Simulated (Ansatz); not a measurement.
TiAu:
```
TiAu
1.0
    3.24152     0.00000     0.00000
    0.00000     3.24152     0.00000
    0.00000     0.00000     3.24152
Au Ti
1 1
Cartesian
  0.00000   0.00000   0.00000
  1.62076   1.62076   1.62076
```

Relaxed with r²SCAN.

Q: Map the electron localisation function on the plane through (0.000, 0.000, 0.000) spanned by u = [1, 0, 0] and v = [0, 1, 1] in lattice vectors, from DFT-r²SCAN in the program Ansatz with PAW potentials.

A: x is the fraction of u, y of v (the angle between them is 90°; rows are the nearest grid lines); atoms in the plane: Au at (0.00, 0.00), Ti at (0.50, 0.50).
```
|99775432223457799|
|98765433233456789|
|77665333333356677|
|66554333333345566|
|55444433333444455|
|44444322122344444|
|34443211011234443|
|44431112221113444|
|44311246764211344|
|33101578787510133|
|32103775357730123|
|22114861016841122|
|22114861016841122|
|32103775357730123|
|33101578787510133|
|44311246764211344|
|44431112221113444|
|34443211011234443|
|44444322122344444|
|55444433333444455|
|66554333333345566|
|77665333333356677|
|98765433233456789|
|99775432223457799|
```
Scale: ten equal steps from 0.011 (start of '0') to 0.802 (end of '9'), in the order '0123456789'; x runs from 0.000 to 1.00, y from 0.000 (bottom) to 1.00 (top).

The density is the valence pseudo-density with augmentation charge, so density and ELF within about 1 Å of a nucleus are not all-electron values.

Space group Pm-3m (CsCl type). The workflow started from an entry of the Crystallography Open Database (COD). Its standing as an ambient phase is unchecked. Symmetry was held in the r²SCAN relaxation; whether a distortion lowers the energy is not shown. The run is not spin-polarised. Spin–orbit coupling is left out wherever it is not named.

Potentials: the later of the program's two PAW sets.
